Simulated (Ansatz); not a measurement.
In₂Te₃:
```
In2Te3
1.0
    0.00000     9.20959     9.20959
    9.20959     0.00000     9.20959
    9.20959     9.20959     0.00000
In Te
18 27
Direct
  0.09542   0.74650   0.74650
  0.74650   0.74650   0.41158
  0.74650   0.41158   0.09542
  0.41158   0.09542   0.74650
  0.41158   0.74650   0.74650
  0.09542   0.41158   0.74650
  0.74650   0.09542   0.41158
  0.74650   0.74650   0.09542
  0.09542   0.74650   0.41158
  0.74650   0.41158   0.74650
  0.74650   0.09542   0.74650
  0.41158   0.74650   0.09542
  0.41914   0.41914   0.08086
  0.41914   0.08086   0.08086
  0.08086   0.08086   0.41914
  0.08086   0.41914   0.41914
  0.08086   0.41914   0.08086
  0.41914   0.08086   0.41914
  0.64782   0.35218   0.35218
  0.35218   0.35218   0.64782
  0.35218   0.64782   0.64782
  0.64782   0.64782   0.35218
  0.64782   0.35218   0.64782
  0.35218   0.64782   0.35218
  0.29462   0.68382   0.01078
  0.68382   0.01078   0.01078
  0.01078   0.01078   0.29462
  0.01078   0.29462   0.68382
  0.01078   0.01078   0.68382
  0.29462   0.01078   0.01078
  0.68382   0.29462   0.01078
  0.01078   0.68382   0.29462
  0.01078   0.29462   0.01078
  0.68382   0.01078   0.29462
  0.29462   0.01078   0.68382
  0.01078   0.68382   0.01078
  0.67640   0.67640   0.67640
  0.67640   0.67640   0.97080
  0.67640   0.97080   0.67640
  0.97080   0.67640   0.67640
  0.34572   0.96283   0.34572
  0.96283   0.34572   0.34572
  0.34572   0.34572   0.34572
  0.34572   0.34572   0.96283
  0.00000   0.00000   0.00000
```

Relaxed with PBEsol. Special points in fractions of this cell's reciprocal vectors: Γ (0.000, 0.000, 0.000); X (0.500, 0.000, 0.500); U (0.625, 0.250, 0.625); K (0.375, 0.375, 0.750); L (0.500, 0.500, 0.500); W (0.500, 0.250, 0.750).

**Question.** List the band energies nearest the Fermi level at these points for DFT-PBEsol with spin–orbit coupling in the program Ansatz with PAW potentials.

**Answer.** In eV from the Fermi level; about four levels below and three above (degenerate sets whole), none deeper than 8.9 eV; points with the same levels are listed once.

| k | below | above |
|---|---|---|
| Γ | -0.03 -0.03 -0.03 -0.03 | 0.06 0.06 0.15 0.15 0.15 0.15 |
| X | -0.40 -0.40 -0.17 -0.17 | 0.18 0.18 0.67 0.67 |
| U | -0.52 -0.41 -0.21 -0.19 | 0.26 0.36 0.61 |
| L | -0.37 -0.37 -0.04 -0.04 | 0.04 0.04 0.46 0.46 |
| W | -0.54 -0.38 -0.28 -0.23 | 0.37 0.52 0.55 |

Space group F-43m. The first step of the workflow began from a Materials Project structure, measured or hypothetical; the Crystallography Open Database files this formula in space group No. 216, but the cells were not matched. Whether it is the stable phase at ambient conditions was not checked. Symmetry was held in the PBEsol relaxation; whether a distortion lowers the energy is not shown. A small band overlap can be real or an error of a semilocal functional. The Fermi level of a semimetal is unsure by some 0.05 eV on such meshes.

Potentials: the earlier of the program's two PAW sets. The files were generated under PBE; for other functionals the program regenerates the frozen cores, and for LDA and PBEsol the local potential too.
